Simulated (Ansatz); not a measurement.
Property card for Ta₂N

Ta₂N:
```
CELL_PARAMETERS angstrom
      3.65494     0.00000     0.00000
      0.00000     3.65494     0.00000
      0.00000     0.00000     6.22764
ATOMIC_POSITIONS crystal
  Ta 0.00000 0.00000 0.00000
  Ta 0.50000 0.50000 0.00000
  Ta 0.50000 0.00000 0.38667
  Ta 0.00000 0.50000 0.61333
  N  0.50000 0.00000 0.73748
  N  0.00000 0.50000 0.26252
```

Space group P4/nmm (No. 129); conventional cell a = 3.655 Å, b = 3.655 Å, c = 6.228 Å, α = 90.00°, β = 90.00°, γ = 90.00°.

Method: the program Ansatz at the PBE level (PAW). Structure relaxed to zero pressure with the same functional. Other levels are named where they apply.

**Cell and energy**

```yaml
volume_per_atom: 13.87 Å³
density: 15.01 g/cm³
Formation energy from the elements (no fitted shifts): 0.46 eV/atom
```

**Electronic structure**

```yaml
electronic_character: metallic (no gap)
Density of states at the Fermi level: 0.72 states/eV per atom (mean over ±0.08 eV)
```

**Mechanics**

```yaml
Bulk modulus (Birch–Murnaghan fit): 207 GPa
Pressure derivative B′: 4.3
```

The cell is a constructed one: a structure type filled with these elements; neither database checked (COD, Materials Project) lists it. Whether it is the stable phase at ambient conditions was not checked. The cell was relaxed with PBE under the symmetry of its start; whether a distortion lowers the energy is not shown. No spin polarisation was allowed. The references are the lowest solids computed at this level, not always the standard phases (solids in place of the gases). Scalar-relativistic: spin–orbit coupling is off unless named, which matters more the heavier the elements.

Potentials: the later of the program's two PAW sets.
